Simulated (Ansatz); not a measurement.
FeGe in space group P2_13 (No. 198; Ge on 4a, Fe on 4a) under volume change, plane-wave PAW PBEsol (Ansatz code), shape and atoms relaxed at each volume.

```json
[
 {"V (Å³/atom)": "11.045", "E − E(relaxed) (meV/atom)": "68.8", "P (GPa)": "21.77"},
 {"V (Å³/atom)": "11.409", "E − E(relaxed) (meV/atom)": "28.9", "P (GPa)": "13.50"},
 {"V (Å³/atom)": "11.773", "E − E(relaxed) (meV/atom)": "6.8", "P (GPa)": "6.18"},
 {"V (Å³/atom)": "12.137", "E − E(relaxed) (meV/atom)": "0.0", "P (GPa)": "0.00"},
 {"V (Å³/atom)": "12.501", "E − E(relaxed) (meV/atom)": "6.0", "P (GPa)": "-5.09"},
 {"V (Å³/atom)": "12.865", "E − E(relaxed) (meV/atom)": "22.5", "P (GPa)": "-9.24"},
 {"V (Å³/atom)": "13.229", "E − E(relaxed) (meV/atom)": "47.4", "P (GPa)": "-12.53"}
]
```

Problem. What does a third-order Birch–Murnaghan fit give for V₀, B₀ and B′?

Solution. V₀ = 12.14 Å³/atom, B₀ = 183 GPa, B′ = 5.0.

Symmetry was held in the PBEsol relaxation. Spin order of the final state: ferromagnetic, chosen from 4 collinear starts compared on coarse meshes (ties went to the first, and starts can fall back to one state), not a proven ground state.

Potentials: the later of the program's two PAW sets.
